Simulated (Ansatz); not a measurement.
One crystal and one scan (frozen-phonon scan) at two levels, PBE (plane waves to 420 eV, PAW, scalar-relativistic; Ansatz, a program for electronic structure) and r2SCAN (plane waves to 500 eV, PAW, scalar-relativistic; Ansatz), each from its own relaxed cell and on its own mesh. The cell shown is that of PBE.

Relaxed GaP (zinc blende):

```xyz
4
Lattice="0.0000 5.5060 5.5060 2.7530 0.0000 2.7530 2.7530 2.7530 0.0000" Properties=species:S:1:pos:R:3 pbc="T T T"
P      4.1295     4.1295     4.1295
P      4.1295     6.8825     6.8825
Ga     0.0000     0.0000     0.0000
Ga     2.7530     2.7530     5.5060
```

The atoms are displaced by Q × the pattern below (from a DFPT mode at L = (0.5, 0.0, 0.0), largest move 1; Q in Å), at fixed cell. It is one choice among 2 degenerate patterns. (q is in reciprocal vectors of the primitive cell; the cell shown is doubled to hold the pattern.)

| atom | x | y | z |
|---|---|---|---|
| P1 | -0.285 | 0.520 | -0.805 |
| P2 | 0.285 | -0.520 | 0.805 |
| Ga3 | -0.112 | 0.203 | -0.315 |
| Ga4 | 0.112 | -0.203 | 0.315 |

GaP was relaxed with its symmetry unable to fall. Percentages come from the unrounded values.

Results of PBE:

* **Lattice constant a (Å)**: 5.506
* **Harmonic wavenumber from the curvature (finite differences) (cm⁻¹ (negative: imaginary))**: 342
* **Shape of the curve**: a single well with its minimum at or next to zero displacement

Task: Estimate the r2SCAN values.

Result: 
```csv
quantity,r2SCAN,PBE − r2SCAN
Lattice constant a (Å),5.451,+0.055 (+1.0 %)
Harmonic wavenumber from the curvature (finite differences) (cm⁻¹ (negative: imaginary)),358,-16 (-4.5 %)
```

PBE gives the higher value for: lattice constant a. PBE gives the lower value for: harmonic wavenumber from the curvature. Both give the same shape of the curve: a single well with its minimum at or next to zero displacement. Neither level is exact: the differences show how much the result hangs on the functional.

(A displaced cell: forces are minus the slopes of the energy, force constants its curvatures, and phonons follow from these.)
